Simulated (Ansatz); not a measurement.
Values for one crystal, relaxed and computed with r²SCAN in the plane-wave PAW code Ansatz; other levels are named.

```yaml
volume_per_atom: 12.62 Å³
band_gap: 6.60 eV (indirect)
debye_temperature_from_the_elastic_constants: 571 K
Highest zone-centre frequency (without LO–TO term): 1164 cm⁻¹
mechanical_stability: stable (all eigenvalues of C positive)
Poisson's ratio: 0.08
conduction_band_minimum: at Γ
```

Problem. Pick the material that matches.
(A) V2O5, Pmmn (V on 4e, O on 2a, O on 4e, O on 4e)
(B) SiO2, P3_121 (Si on 3a, O on 6c)
(C) As2O3, P2_1/c (Pearson symbol mP20)
(D) SrScO2F, P4/mmm (Sr on 1d, Sc on 1a, O on 2f, F on 1b)

Solution. B, SiO2, P3_121 (Si on 3a, O on 6c)

The cell was relaxed with r²SCAN under the symmetry of its start.

Potentials: the earlier of the program's two PAW sets. The files were generated under PBE; for other functionals the program regenerates the frozen cores, and for LDA and PBEsol the local potential too.
